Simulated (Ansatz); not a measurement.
ZrO2 (tetragonal-ZrO2 type, space group P4_2/nmc)

```
CELL_PARAMETERS angstrom
      3.58448     0.00000     0.00000
      0.00000     3.58448     0.00000
      0.00000     0.00000     5.17719
ATOMIC_POSITIONS crystal
  Zr 0.00000 0.00000 0.00000
  Zr 0.50000 0.50000 0.50000
  O  0.00000 0.50000 0.20147
  O  0.00000 0.50000 0.70147
  O  0.50000 0.00000 0.29853
  O  0.50000 0.00000 0.79853
```

Two coordinates are scanned: the volume, and the ratio of the stretch along z (the conventional c axis) to the stretch across it. Atoms keep their fractional coordinates.

The numbers are results of PBEsol (plane waves to 420 eV, PAW, scalar-relativistic; Ansatz, a first-principles code), not measurements. k mesh 9×9×7 (Γ-centred), Fermi-Dirac smearing 0.05 eV. Compression counts positive. As the atoms are clamped, bonds stretch with the cell, which overstates energies and stresses. This is a high-temperature form of ZrO2. ZrO2 is run without spin polarisation. ZrO2 was relaxed with its symmetry unable to fall.

At one point of the scan the stress tensor (GPa) is:

```
  -15.2      0.0      0.0
    0.0    -15.2      0.0
    0.0      0.0    -17.5
```

Task: Which point is it?
A. V/V₀ = 1.000, (c/a)/(c/a)₀ = 0.973
B. V/V₀ = 1.080, (c/a)/(c/a)₀ = 1.027
C. V/V₀ = 1.053, (c/a)/(c/a)₀ = 0.973
D. V/V₀ = 1.080, (c/a)/(c/a)₀ = 1.013

Result: D, V/V₀ = 1.080, (c/a)/(c/a)₀ = 1.013

(A scan under strain: stresses follow from slopes of the energy per volume, elastic moduli from its curvatures.)
